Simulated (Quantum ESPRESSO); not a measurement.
# Al3PSe3: one run as intended and one with a planted mistake

A calculation, not a measurement. The program is pw.x of Quantum ESPRESSO 7.5 (plane-wave density functional theory). The cell is made up: 7 atoms on a zincblende/diamond lattice with one site empty, with randomly drawn elements, strain and displacements, not relaxed. PseudoDojo standard norm-conserving files (v0.5 for PBE, v0.4.1 for LDA and PBEsol) set the functional; there is no spin polarisation, spin-orbit coupling or dispersion term, and the masses in the input are unused placeholders.

Intended input:

```
&control calculation='scf', pseudo_dir='./dojo.nc.sr.pbe.v0_5.standard.upf', outdir='./o', disk_io='medium', tprnfor=.true., tstress=.true. /
&system ibrav=0, nat=7, ntyp=3, nbnd=37, ecutwfc=85.99341389, nosym=.true., tot_charge=0,
 occupations='smearing', smearing='fd', degauss=0.0018374661
/
&electrons conv_thr=7.350e-09, electron_maxstep=60, /
ATOMIC_SPECIES
Al 1.0 Al.upf
P 1.0 P.upf
Se 1.0 Se.upf
CELL_PARAMETERS angstrom
5.7535 -0.0718 0.0365
-0.0718 5.6774 -0.0155
0.0365 -0.0155 5.6897
ATOMIC_POSITIONS angstrom
Al 0.0075 0.0784 0.0121
Al -0.0333 2.8152 2.7898
Al 2.7744 2.7285 -0.0227
P 1.4195 1.3533 1.3871
Se 1.3438 4.2133 4.2071
Se 4.3373 1.2959 4.2262
Se 4.3155 4.2208 1.4849
K_POINTS automatic
4 4 4 1 1 1
```

The log is shortened where brackets say so; the opening notice, blank lines, dates and the lines on written files are dropped, and the path of the files is cut. It prints rydbergs, bohrs and kilobars, and counts compression as positive stress. Where no state is partly filled, the Fermi energy that it prints is only some level between the filled and the empty states on the mesh, and need not lie in the true gap.

Log of the intended run:

```
     Program PWSCF v.7.5
     Parallel version (MPI & OpenMP), running on       1 processor cores
     Number of MPI processes:                 1
     Threads/MPI process:                     1
     [start-up lines left out]
     bravais-lattice index     =            0
     lattice parameter (alat)  =      10.8736  a.u.
     unit-cell volume          =    1253.9445 (a.u.)^3
     number of atoms/cell      =            7
     number of atomic types    =            3
     number of electrons       =        62.00
     number of Kohn-Sham states=           37
     kinetic-energy cutoff     =      85.9934  Ry
     charge density cutoff     =     343.9737  Ry
     scf convergence threshold =      7.3E-09
     mixing beta               =       0.7000
     number of iterations used =            8  plain     mixing
     Exchange-correlation= PBE
                           (   1   4   3   4   0   0   0)
     [axes and pseudopotential details left out]
   Cartesian axes
     site n.     atom                  positions (alat units)
         1        Al     tau(   1) = (   0.0013034   0.0136252   0.0021029  )
         2        Al     tau(   2) = (  -0.0057872   0.4892542   0.4848400  )
         3        Al     tau(   3) = (   0.4821636   0.4741866  -0.0039450  )
         4        P      tau(   4) = (   0.2466952   0.2351903   0.2410644  )
         5        Se     tau(   5) = (   0.2335393   0.7322303   0.7311528  )
         6        Se     tau(   6) = (   0.7537803   0.2252147   0.7344722  )
         7        Se     tau(   7) = (   0.7499917   0.7335338   0.2580611  )
     number of k points=    32  Fermi-Dirac smearing, width (Ry)=  0.0018
                       cart. coord. in units 2pi/alat
        k(    1) = (   0.1258183   0.1286230   0.1259573), wk =   0.0625000
        k(    2) = (   0.1242227   0.1292931   0.3787974), wk =   0.0625000
     [further k points left out]
     Dense  grid:   135087 G-vectors     FFT dimensions: (  72,  64,  64)
     Estimated max dynamical RAM per process >     169.58 MB
     Initial potential from superposition of free atoms
     starting charge      61.9923, renormalised to      62.0000
     Starting wfcs are   43 randomized atomic wfcs
     total cpu time spent up to now is       16.7 secs
     per-process dynamical memory:    97.2 Mb
     Self-consistent Calculation
     iteration #  1     ecut=    85.99 Ry     beta= 0.70
     Davidson diagonalization with overlap
     ethr =  1.00E-02,  avg # of iterations =  3.2
     Threshold (ethr) on eigenvalues was too large:
     Diagonalizing with lowered threshold
     Davidson diagonalization with overlap
     ethr =  5.34E-04,  avg # of iterations =  3.1
     total cpu time spent up to now is      108.3 secs
     total energy              =    -755.40497087 Ry
     estimated scf accuracy    <       0.32782946 Ry
     iteration #  2     ecut=    85.99 Ry     beta= 0.70
     Davidson diagonalization with overlap
     ethr =  5.29E-04,  avg # of iterations =  4.5
     total cpu time spent up to now is      162.7 secs
     total energy              =    -755.46263448 Ry
     estimated scf accuracy    <       0.17396057 Ry
     [iterations 3 to 8 left out]
     iteration #  9     ecut=    85.99 Ry     beta= 0.70
     Davidson diagonalization with overlap
     ethr =  2.53E-10,  avg # of iterations =  2.0
     total cpu time spent up to now is      495.8 secs
     total energy              =    -755.50736623 Ry
     estimated scf accuracy    <          8.9E-09 Ry
     iteration # 10     ecut=    85.99 Ry     beta= 0.70
     Davidson diagonalization with overlap
     ethr =  1.43E-11,  avg # of iterations =  4.0
     total cpu time spent up to now is      542.5 secs
     End of self-consistent calculation
     [lines on levels left out]
     the Fermi energy is     5.5806 ev
!    total energy              =    -755.50736624 Ry
     estimated scf accuracy    <          2.7E-09 Ry
     smearing contrib. (-TS)   =      -0.00000000 Ry
     internal energy E=F+TS    =    -755.50736624 Ry
     The total energy is F=E-TS. E is the sum of the following terms:
     one-electron contribution =    -526.12513722 Ry
     hartree contribution      =     272.24613507 Ry
     xc contribution           =    -155.61776953 Ry
     ewald contribution        =    -346.01059455 Ry
     convergence has been achieved in  10 iterations
     Forces acting on atoms (cartesian axes, Ry/au):
     atom    1 type  1   force =     0.02103420    0.00181317    0.01053729
     atom    2 type  1   force =     0.03263179   -0.02883378   -0.03235108
     atom    3 type  1   force =    -0.01149124   -0.00513344    0.02045441
     atom    4 type  2   force =     0.00188718    0.01299021    0.01533758
     atom    5 type  3   force =     0.01871792    0.01709228    0.00407179
     atom    6 type  3   force =    -0.02867691   -0.00023474   -0.00203356
     atom    7 type  3   force =    -0.03410294    0.00230630   -0.01601643
     Total force =     0.085991     Total SCF correction =     0.000170
     Computing stress (Cartesian axis) and pressure
          total   stress  (Ry/bohr**3)                   (kbar)     P=      -33.93
  -0.00022535   0.00004783   0.00004714          -33.15        7.04        6.93
   0.00004783  -0.00022632  -0.00007073            7.04      -33.29      -10.41
   0.00004714  -0.00007073  -0.00024032            6.93      -10.41      -35.35
     init_run     :     15.24s CPU     16.55s WALL (       1 calls)
     electrons    :    499.92s CPU    525.82s WALL (       1 calls)
     forces       :      6.77s CPU      6.91s WALL (       1 calls)
     stress       :     25.40s CPU     26.61s WALL (       1 calls)
     [timing details left out]
     PWSCF        :   9m 7.68s CPU   9m36.58s WALL
     JOB DONE.
```

A second run has one planted mistake: the k-point mesh is too coarse. The input lines that differ, file-writing options aside:

```
- 4 4 4 1 1 1
+ 1 1 1 1 1 1
```

Its log:

```
     Program PWSCF v.7.5
     Parallel version (MPI & OpenMP), running on       1 processor cores
     Number of MPI processes:                 1
     Threads/MPI process:                     1
     [start-up lines left out]
     bravais-lattice index     =            0
     lattice parameter (alat)  =      10.8736  a.u.
     unit-cell volume          =    1253.9445 (a.u.)^3
     number of atoms/cell      =            7
     number of atomic types    =            3
     number of electrons       =        62.00
     number of Kohn-Sham states=           37
     kinetic-energy cutoff     =      85.9934  Ry
     charge density cutoff     =     343.9737  Ry
     scf convergence threshold =      7.3E-09
     mixing beta               =       0.7000
     number of iterations used =            8  plain     mixing
     Exchange-correlation= PBE
                           (   1   4   3   4   0   0   0)
     [axes and pseudopotential details left out]
   Cartesian axes
     site n.     atom                  positions (alat units)
         1        Al     tau(   1) = (   0.0013034   0.0136252   0.0021029  )
         2        Al     tau(   2) = (  -0.0057872   0.4892542   0.4848400  )
         3        Al     tau(   3) = (   0.4821636   0.4741866  -0.0039450  )
         4        P      tau(   4) = (   0.2466952   0.2351903   0.2410644  )
         5        Se     tau(   5) = (   0.2335393   0.7322303   0.7311528  )
         6        Se     tau(   6) = (   0.7537803   0.2252147   0.7344722  )
         7        Se     tau(   7) = (   0.7499917   0.7335338   0.2580611  )
     number of k points=     1  Fermi-Dirac smearing, width (Ry)=  0.0018
                       cart. coord. in units 2pi/alat
        k(    1) = (  -0.5032732  -0.5144919  -0.5038292), wk =   2.0000000
     Dense  grid:   135087 G-vectors     FFT dimensions: (  72,  64,  64)
     Estimated max dynamical RAM per process >     169.58 MB
     Initial potential from superposition of free atoms
     starting charge      61.9923, renormalised to      62.0000
     Starting wfcs are   43 randomized atomic wfcs
     total cpu time spent up to now is        4.0 secs
     per-process dynamical memory:   116.4 Mb
     Self-consistent Calculation
     iteration #  1     ecut=    85.99 Ry     beta= 0.70
     Davidson diagonalization with overlap
     ethr =  1.00E-02,  avg # of iterations =  3.0
     Threshold (ethr) on eigenvalues was too large:
     Diagonalizing with lowered threshold
     Davidson diagonalization with overlap
     ethr =  8.72E-04,  avg # of iterations =  2.0
     total cpu time spent up to now is        7.4 secs
     total energy              =    -754.97536789 Ry
     estimated scf accuracy    <       0.54097814 Ry
     iteration #  2     ecut=    85.99 Ry     beta= 0.70
     Davidson diagonalization with overlap
     ethr =  8.73E-04,  avg # of iterations =  4.0
     total cpu time spent up to now is        9.2 secs
     total energy              =    -754.81278324 Ry
     estimated scf accuracy    <       1.13696271 Ry
     [iterations 3 to 11 left out]
     iteration # 12     ecut=    85.99 Ry     beta= 0.70
     Davidson diagonalization with overlap
     ethr =  5.69E-11,  avg # of iterations =  3.0
     total cpu time spent up to now is       24.4 secs
     total energy              =    -755.13348203 Ry
     estimated scf accuracy    <       0.00000001 Ry
     iteration # 13     ecut=    85.99 Ry     beta= 0.70
     Davidson diagonalization with overlap
     ethr =  2.05E-11,  avg # of iterations =  3.0
     total cpu time spent up to now is       25.6 secs
     End of self-consistent calculation
     [lines on levels left out]
     the Fermi energy is     5.8517 ev
!    total energy              =    -755.13348203 Ry
     estimated scf accuracy    <          1.6E-09 Ry
     smearing contrib. (-TS)   =      -0.00000046 Ry
     internal energy E=F+TS    =    -755.13348157 Ry
     The total energy is F=E-TS. E is the sum of the following terms:
     one-electron contribution =    -527.73220575 Ry
     hartree contribution      =     274.50820601 Ry
     xc contribution           =    -155.89888729 Ry
     ewald contribution        =    -346.01059455 Ry
     convergence has been achieved in  13 iterations
     Forces acting on atoms (cartesian axes, Ry/au):
     atom    1 type  1   force =     0.02617632    0.00318904    0.01124527
     atom    2 type  1   force =     0.03577808   -0.02589808   -0.03302561
     atom    3 type  1   force =    -0.01668289   -0.01127120    0.02234893
     atom    4 type  2   force =    -0.00532911    0.02995913   -0.01204960
     atom    5 type  3   force =     0.00213631    0.00332534    0.01201071
     atom    6 type  3   force =    -0.02034467    0.00881614    0.01022767
     atom    7 type  3   force =    -0.02173403   -0.00812037   -0.01075737
     Total force =     0.085144     Total SCF correction =     0.000315
     Computing stress (Cartesian axis) and pressure
          total   stress  (Ry/bohr**3)                   (kbar)     P=       18.93
   0.00013750   0.00007157   0.00003861           20.23       10.53        5.68
   0.00007157   0.00011555  -0.00006917           10.53       17.00      -10.18
   0.00003861  -0.00006917   0.00013298            5.68      -10.18       19.56
     init_run     :      3.74s CPU      3.89s WALL (       1 calls)
     electrons    :     20.25s CPU     21.55s WALL (       1 calls)
     forces       :      0.61s CPU      0.67s WALL (       1 calls)
     stress       :      1.91s CPU      2.11s WALL (       1 calls)
     [timing details left out]
     PWSCF        :     26.67s CPU     28.45s WALL
     JOB DONE.
```

```
                                            intended run  run with the mistake
                          free energy (eV)    -10279.201            -10274.114
                    smearing term -TS (eV)        0.0000                0.0000
                            pressure (GPa)         -3.39                  1.89
            largest force component (eV/Å)         0.877                 0.920
largest change of a force component (eV/Å)                               0.704
                                iterations            10                    13
```

For scale, a rerun of the intended cell at 1467 eV and a 6 x 6 x 6 mesh moved values by no more than 0.003 eV in energy, 0.02 GPa in stress and 0.002 eV/Å in force.